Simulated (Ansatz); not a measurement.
Hf (hcp, Mg type), conventional cell a = b = 3.2041 Å, c = 5.0689 Å, α = β = 90.00°, γ = 120.00°. The calculation uses the primitive cell of 2 atoms, to which meshes and values per cell refer.

The volume is varied about the relaxed value V₀ at fixed cell shape. Symmetry pins the atoms to their sites.

The numbers are results of PBE (plane waves to 420 eV, PAW, scalar-relativistic; Ansatz, a quantum-chemistry and plane-wave program), not measurements. k mesh 17×17×9 (Γ-centred), Fermi-Dirac smearing 0.05 eV. Energies are smeared free energies. With the shape held, the modulus is that of even scaling; a crystal free to change shape is softer. Hf is run without spin polarisation. Hf was relaxed with its symmetry unable to fall. Spin-orbit coupling is left out, though Hf is heavy. The PAW data are Ansatz's earlier set. ΔE is measured from the relaxed starting cell. The last digit holds for this mesh only.

| V (Å³/atom) | ΔE (meV/atom) |
|---|---|
| 20.281 | 88.0 |
| 20.844 | 47.6 |
| 21.407 | 20.3 |
| 21.971 | 4.9 |
| 22.534 | 0.0 |
| 23.097 | 4.5 |
| 23.661 | 17.5 |
| 24.224 | 38.1 |
| 24.787 | 65.4 |

### Question
What is the fitted pressure derivative B₀′?

### Answer
3.4.

### Question
What bulk modulus at fixed cell shape B₀ follows from a third-order Birch-Murnaghan fit?

### Answer
107 GPa. Check by three points about V = 22.534 Å³/atom, step 1.127: d²E/dV² ≈ (20 − 2·0 + 18) meV / 1.127² = 0.0299 eV/Å⁶, and V·d²E/dV² × 160.2 = 108 GPa.

(A scan under strain: stresses follow from slopes of the energy per volume, elastic moduli from its curvatures.)
